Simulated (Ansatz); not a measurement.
Crystals of one structure type (zinc blende), relaxed and computed with the program Ansatz at the HSE06 level (PAW).

```tsv
crystal	a (Å)	gap (eV)	B₀ by P(V) fit (GPa)
BeS	4.852	4.06	99.0
BeSe	5.146	3.47	80.9
ZnS	5.425	3.28	75.0
BeTe	5.631	2.66	60.8
```

All cells were relaxed under the symmetry of their starts (and spin orders); stability against distortions was not tested throughout. Scalar-relativistic: spin–orbit coupling is off unless named, which matters more the heavier the elements.

Potentials: the earlier of the program's two PAW sets.
